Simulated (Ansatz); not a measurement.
## Zn4Se3S: relaxed-ion elastic tensor

These are results of DFT PBE, scalar-relativistic, plane waves, PAW in Ansatz, not measurements. Settings: 420 eV plane-wave cutoff, Γ-centred 12×12×2 mesh, fixed occupations. No spin polarisation.

Relaxed structure:
```xyz
8
Lattice="3.9992 0.0000 0.0000 -1.9996 3.4634 0.0000 0.0000 0.0000 13.1051" Properties=species:S:1:pos:R:3 pbc="T T T"
Zn    0.0000    0.0000    0.1059
Zn    0.0000    0.0000    6.5243
Zn    0.0000    2.3090    3.1751
Zn    1.9996    1.1545    9.8632
Se    0.0000    0.0000    9.0011
Se    0.0000    2.3090    5.6656
Se    1.9996    1.1545   12.3459
S     0.0000    0.0000    2.4631
```

It was reached by relaxing an invented guess, and it needn't be the stable form of this composition.

Q: Give the relaxed-ion elastic constants (GPa, Voigt order xx yy zz yz xz xy, on the Cartesian axes of the cell above).

A:
C11 = 99.1, C12 = 43.9, C13 = 33.0, C14 = -0.1, C22 = 99.1, C23 = 33.0, C24 = 0.1, C33 = 114.3, C44 = 24.2, C55 = 24.2, C56 = -0.1, C66 = 27.6 GPa; the others vanish.

Q: Is the crystal stable against homogeneous strain?

A: Yes: the least eigenvalue of the tensor is 24.2 GPa.

Q: And the moduli of a polycrystal (Hill averages)?

A: B = 59 GPa, G = 28 GPa, E = 73 GPa, ν = 0.29.
